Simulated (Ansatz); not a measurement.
The start is a generated trial cell of Au in the AFLOW prototype A_oC8_64_f (A14, as in I). Cell shape, volume and atoms are optimised at zero target pressure with PBEsol (plane waves to 420 eV, PAW, scalar-relativistic; Ansatz, a program for electronic structure). The first steps use a coarse 11×11×5 k-mesh.

Starting cell:
```
CELL_PARAMETERS angstrom
      2.66145    -1.74212     0.00000
      2.66145     1.74212     0.00000
      0.00000     0.00000     7.32413
ATOMIC_POSITIONS crystal
  Au 0.84515 0.15485 0.11750
  Au 0.15485 0.84515 0.88250
  Au 0.34515 0.65485 0.38250
  Au 0.65485 0.34515 0.61750
```

- Energy released: about 2.3 eV/atom
- Shortest distances (start → end): The closest pairs of elements (up to four, under 3.6 Å), start → end: Au–Au 2.03 → 2.89 Å
- Band gap at the end: no gap (metallic)
- Optimiser moves: 28

It ends as:

Space group Fm-3m (No. 225); a = b = c = 4.0834 Å, α = β = γ = 90.00°

| atom | site | symmetry | x | y | z |
|---|---|---|---|---|---|
| Au | 4a | m-3m | 0.0000 | 0.0000 | 0.0000 |
(The calculation used a cell of 1 atom; values per cell refer to that cell.)

Final values are on a 20×20×20 k-mesh of the relaxed cell. The start holds a very short contact (Au–Au 2.03 Å). No spin polarisation in the result.

The run could not lose the symmetry of its start.
